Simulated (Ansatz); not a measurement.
K2PdBr4:
Space group P4/mmm (No. 123); a = 7.343 Å, b = 7.343 Å, c = 4.293 Å, α = 90.00°, β = 90.00°, γ = 90.00°

```tsv
atom	site	symmetry	x	y	z
K	2e	mmm.	0.0000	0.5000	0.5000
Pd	1a	4/mmm	0.0000	0.0000	0.0000
Br	4j	m.2m	0.2342	0.2342	0.0000
```

Relaxed with PBEsol. 

HSE06 on this cell (Ansatz, a program for electronic structure, PAW) gives a gap of 2.61 eV. What does PBEsol give?

1.18 eV.

Cost on shared cores: the PBEsol run (SCF on a 4×4×7 mesh, then bands and DOS) roughly 110 core-seconds, the HSE06 run (SCF on 3×3×4, then a few points) very roughly 6 core-minutes; the tasks are unlike.

The workflow started from a Materials Project entry (that database holds measured and hypothetical structures alike); the Crystallography Open Database files this formula in space group No. 123, but the cells were not matched. Whether it is the stable phase at ambient conditions was not checked. The cell was relaxed with PBEsol under the symmetry of its start; its stability against distortions is not shown here. The run is not spin-polarised. Spin–orbit coupling is left out wherever it is not named.

Potentials: the later of the program's two PAW sets.

Ansatz is a plane-wave DFT program.
